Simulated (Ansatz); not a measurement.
The relaxed structure here is a generated cell of Si2W: the first start was made by placing the elements on the sites of a structure type, and the end was not matched to a known phase here, so it may be hypothetical. Known forms of Si2W include space group No. 139.

A relaxed cell of Si2W (P6mm (No. 183)), relaxed on a k-mesh at least as fine as the one used below. Calculation: r2SCAN (plane waves to 500 eV, PAW, scalar-relativistic; Ansatz, an electronic-structure program). Γ-centred k-mesh 9×9×6 on the run's cell (coarser than for final values), Fermi–Dirac smearing 0.05 eV.

```
Si2W
1.0
    4.34266     0.00000     0.00000
   -2.17133     3.76085     0.00000
    0.00000     0.00000     5.23823
W Si
2 4
Direct
  0.00000   0.00000   0.44741
  0.00000   0.00000   0.94741
  0.66667   0.33333   0.30097
  0.66667   0.33333   0.80097
  0.33333   0.66667   0.30097
  0.33333   0.66667   0.80097
```

The atoms are displaced along an unstable phonon of this cell by (Å):

```json
[
 {"atom": "W1", "ux": "0.000", "uy": "0.000", "uz": "0.000"},
 {"atom": "W2", "ux": "0.000", "uy": "0.000", "uz": "0.000"},
 {"atom": "Si3", "ux": "0.000", "uy": "0.000", "uz": "-0.150"},
 {"atom": "Si4", "ux": "0.000", "uy": "0.000", "uz": "0.150"},
 {"atom": "Si5", "ux": "0.000", "uy": "0.000", "uz": "0.150"},
 {"atom": "Si6", "ux": "0.000", "uy": "0.000", "uz": "-0.150"}
]
```

### Question
What forces (eV/Å) and pressure result?

### Answer
```tsv
atom	Fx	Fy	Fz
W1	0.00	0.00	-0.09
W2	0.00	0.00	-0.09
Si3	0.00	0.00	0.66
Si4	0.00	0.00	-0.57
Si5	0.00	0.00	-0.57
Si6	0.00	0.00	0.66
```

Pressure +3.1 GPa.

No spin polarisation in the result.

The run that gave the undisplaced cell could not lose the symmetry of its start, so the end can be a saddle point.
